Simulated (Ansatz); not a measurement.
NiO (rock salt)

```xyz
2
Lattice="0.0000 2.0943 2.0943 2.0943 0.0000 2.0943 2.0943 2.0943 0.0000" Properties=species:S:1:pos:R:3 pbc="T T T"
O      0.0000     0.0000     0.0000
Ni     2.0943     2.0943     2.0943
```

The slice is a {110} plane (indices of the conventional cell) through the point (0.000, 0.000, 0.000) (fractional), spanned by u = [100] and v = [1 -1 -1] in vectors of this cell: u (2.96 Å) and v (4.19 Å, at 90° to u). It covers one period; positions are fractions (u, v).

Level of theory: r2SCAN (plane waves to 500 eV, PAW, scalar-relativistic; Ansatz, a quantum-chemistry and plane-wave program). k mesh 13×13×13. Inside the PAW spheres the values are not all-electron values, and peaks at nuclei hang on which shells count as valence. NiO is run spin-polarised and with no Hubbard U; the real compound is an antiferromagnetic insulator, a state that this run doesn't describe. NiO was relaxed with its symmetry unable to fall. Relaxed NiO ends ferromagnetic. Other magnetic orders were not checked, so this need not be the ground state.

Three fields on this plane, each scaled to ten steps between its own extremes (0 low, 9 high; the total valence density on a logarithmic scale, the potential cut 8 eV below its top; x marks points blanked near nuclei; v = 0 in the bottom row):

Map A
```
|xxxxxx899888998xxxxx|
|xxxxxx899999998xxxxx|
|xxxxxx999999999xxxxx|
|xxxxx99999999999xxxx|
|xxxx8999999999998xxx|
|x5678999999999998765|
|33456889999999886543|
|x0014678999998764100|
|xxxx0367899987630xxx|
|xxxxx04689998640xxxx|
|xxxxxx157898751xxxxx|
|xxxxxx047888740xxxxx|
|xxxxxx036888630xxxxx|
|xxxxxxx3688863xxxxxx|
|xxxxxx036888630xxxxx|
|xxxxxx047888740xxxxx|
|xxxxxx157898751xxxxx|
|xxxxx04689998640xxxx|
|xxxx0367899987630xxx|
|x0014678999998764100|
|33456889999999886543|
|x5678999999999998765|
|xxxx8999999999998xxx|
|xxxxx99999999999xxxx|
|xxxxxx999999999xxxxx|
|xxxxxx899999998xxxxx|
|xxxxxx899888998xxxxx|
|xxxxxxx8988898xxxxxx|
```

Map B
```
|xxxxxx964333469xxxxx|
|xxxxxx864323468xxxxx|
|xxxxxx753222357xxxxx|
|xxxxx86421112468xxxx|
|xxxx8643110113468xxx|
|x9986532100012356899|
|88775431000001345778|
|x9876432100012346789|
|xxxx8642110112468xxx|
|xxxxx86421112468xxxx|
|xxxxxx753222357xxxxx|
|xxxxxx854323458xxxxx|
|xxxxxx964333469xxxxx|
|xxxxxxx6433346xxxxxx|
|xxxxxx964333469xxxxx|
|xxxxxx854323458xxxxx|
|xxxxxx753222357xxxxx|
|xxxxx86421112468xxxx|
|xxxx8642110112468xxx|
|x9876432100012346789|
|88775431000001345778|
|x9986532100012356899|
|xxxx8643110113468xxx|
|xxxxx86421112468xxxx|
|xxxxxx753222357xxxxx|
|xxxxxx864323468xxxxx|
|xxxxxx964333469xxxxx|
|xxxxxxx7533357xxxxxx|
```

Map C
```
|xxxxxx952000259xxxxx|
|xxxxxx941000149xxxxx|
|xxxxxx731000137xxxxx|
|xxxxx85210001258xxxx|
|xxxx8531000001358xxx|
|x7654210000000124567|
|11111100000000011111|
|x0000000000000000000|
|xxxx1110000000111xxx|
|xxxxx21000000012xxxx|
|xxxxxx210000012xxxxx|
|xxxxxx210000012xxxxx|
|xxxxxx210000012xxxxx|
|xxxxxxx1000001xxxxxx|
|xxxxxx210000012xxxxx|
|xxxxxx210000012xxxxx|
|xxxxxx210000012xxxxx|
|xxxxx21000000012xxxx|
|xxxx1110000000111xxx|
|x0000000000000000000|
|11111100000000011111|
|x7654210000000124567|
|xxxx8531000001358xxx|
|xxxxx85210001258xxxx|
|xxxxxx731000137xxxxx|
|xxxxxx941000149xxxxx|
|xxxxxx952000259xxxxx|
|xxxxxxx5200025xxxxxx|
```

### Question
Assign the maps to these fields: electron localisation function (ELF); valence electron density; electrostatic potential energy of an electron, from the cell's mean.

### Answer
A is the electrostatic potential energy of an electron, from the cell's mean; B is the valence electron density; C is the electron localisation function (ELF).
